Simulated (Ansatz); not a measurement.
Input and command of a plane-wave DFT calculation in Ansatz:

```yaml
crystal:
  lattice:
    - [0.0, 3.0979212973, 3.0979212973]
    - [3.0979212973, 0.0, 3.0979212973]
    - [3.0979212973, 3.0979212973, 0.0]
  atoms:
    - { symbol: Mn, position: [0.0, 0.0, 0.0], spin: 3.85 }
    - { symbol: Cd, position: [0.25, 0.25, 0.25] }
    - { symbol: Cd, position: [0.75, 0.75, 0.75] }
basis:
  ecutwfc: 420
kpoints:
  mp_grid: { grid: [6, 6, 6] }
hamiltonian:
  xc: pbe
scf:
  occupations: { method: gaussian, width: 0.1 }
  lower_state_search: "off"
output:
  forces: true
  stress: true
  eigenvalues: true
  populations: true
magnetization:
  spin_polarized: true
relax:
  adjacent_minimum: "off"
  f_tol: 0.04
  max_steps: 70
  cell: { stress_tol: 0.4 }
```

```bash
ansatz run input.yaml --threads 1 --pin off --max-ram 2560MiB --backend cpu --events-out ev --progress --plain --runs-dir out
```

Processor: Intel(R) Xeon(R) Processor @ 2.70GHz, 1 thread, on a host shared with other jobs.

Task: Estimate time, memory and problem size.

Result: About 20 s on 1 thread of Intel(R) Xeon(R) Processor @ 2.70GHz, with other jobs on the host, peak memory 0.41 GiB. It solves 36 bands at 16 k points (the mesh reduced by the symmetry that the task leaves, which can be less than the crystal's) with about 1363 plane waves (on the last cell), in 29 SCF iterations over 3 ionic steps.
